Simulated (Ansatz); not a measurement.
**Bands of TeS$_{2}$**

```
Te S
1.0
     0.00000    3.27742    3.27742
     3.27742    0.00000    3.27742
     3.27742    3.27742    0.00000
Te S
1 2
Direct
  0.00000 0.00000 0.00000
  0.25000 0.25000 0.25000
  0.75000 0.75000 0.75000
```

Atoms are numbered in the order listed.

The structure comes from a relaxation in the same program, started in the fluorite type, and has space group Fm-3m. Whether it is a known phase or the ground state wasn't checked.

Spin–orbit coupling is left out, though it moves levels of the heavy atoms by tenths of an eV or more.

The calculation used Ansatz 0.2.0, DFT, PBE, all-electron LAPW, scalar-relativistic.

Settings: a Γ-centred 10×10×10 k mesh, Fermi–Dirac smearing of 0.03 eV, basis error target 0.5 meV/atom, no spin polarisation.

Points in fractions of the reciprocal vectors of this cell: Γ (0, 0, 0), X (0.5, 0, 0.5), U (0.625, 0.25, 0.625), K (0.375, 0.375, 0.75), L (0.5, 0.5, 0.5), W (0.5, 0.25, 0.75). The path joins them by straight lines in the order Γ–X–U–K–Γ–L–W–X; legs that retrace an earlier one aren't tabulated. Energies are in eV from the Fermi level.

Is there a gap?

none: bands cross the Fermi level, a metal.

List the levels between -14 and 5 eV at the symmetry points.


Γ: -11.00, -8.35, -3.37 (×3), -3.33 (×3), 0.71 (×3)
X: -12.87, -12.20, -11.75, -5.83 (×2), -2.70, -0.40 (×2), -0.13, 0.15, 2.70 (×2)
U: -12.63, -12.62, -11.66, -5.53, -5.45, -2.51, -1.92, -1.04, -0.03, 1.92, 1.98, 2.19
K: -12.63, -12.62, -11.66, -5.53, -5.45, -2.51, -1.92, -1.04, -0.03, 1.92, 1.98, 2.19
L: -13.63, -12.58, -10.14, -4.62 (×2), -3.77, -2.54 (×2), -0.36, 1.92 (×2), 2.67
W: -12.39 (×2), -12.19, -6.08, -3.93 (×2), -1.85, -0.23, -0.05, 1.43, 2.11 (×2)
